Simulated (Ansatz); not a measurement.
**LuSb in the CsCl-type structure**

Method: PBEsol, scalar-relativistic; no spin polarisation; PAW, 420 eV, 8×8×8 k-mesh, Gaussian smearing of 0.05 eV; code Ansatz. The datasets are Ansatz's generated set soft_2.

```
CELL_PARAMETERS angstrom
3.67569 0.00000 0.00000
0.00000 3.67569 0.00000
0.00000 0.00000 3.67569
ATOMIC_POSITIONS crystal
Lu 0.00000 0.00000 0.00000
Sb 0.50000 0.50000 0.50000
```

This is a trial structure: such lanthanide and actinide compounds mostly take the rock-salt structure.

The cell is relaxed to zero pressure at this level.

The cell has space group Pm-3m (read at 0.01 Å). In it the stress is 0.01, 0.01, 0.01, 0.00, 0.00, 0.00 GPa and the largest force component 0.000 eV/Å. Each change below starts from this cell, without further relaxation. Stress is in GPa, positive in compression, in the order xx, yy, zz, yz, xz, xy; energies are counted from the cell above and are free energies with the smearing's entropy, which match forces and stress in a metal.

Task: What happens when atom 1 (Lu) is moved by 0.08 Å along x?

Result: The energy changes by 5.9 meV per cell, and the force on it along the shift is -0.170 eV/Å (−F/u = 2.12 eV/Å²). Stress: -0.09, 0.30, 0.30, 0.00, 0.00, 0.00.
```tsv
atom	Fx (eV/Å)	Fy	Fz
Lu1	-0.170	0.000	0.000
Sb2	0.170	0.000	0.000
```
In a harmonic crystal the energy would rise by −½F·u = ½ × 2.12 × 0.08² eV = 6.8 meV, close to the run's value; the rest is anharmonic or numerical.

Task: What stress follows from an engineering strain of -1 % in xx, atoms carried along?

Result: -0.59, 1.42, 1.42, 0.00, 0.00, 0.00 GPa; the energy changes by -1.5 meV per cell.
The stress across the strain changes more than along it (C12 over C11 with clamped atoms), which a stable cubic crystal can't show: the cell is unstable or the mesh too coarse.
The stress changes with the wrong sign for a stable crystal (a clamped-atom constant of about -60 GPa), so the cell is unstable against this strain on this mesh; in a metal a finer mesh can change the sign.

No spin–orbit coupling, a notable omission for heavy elements. A displaced or strained copy of the relaxed cell lay 1.1 meV/atom lower, so the structure isn't a true minimum at this level, unless the mesh, which matters in a metal, makes it so.
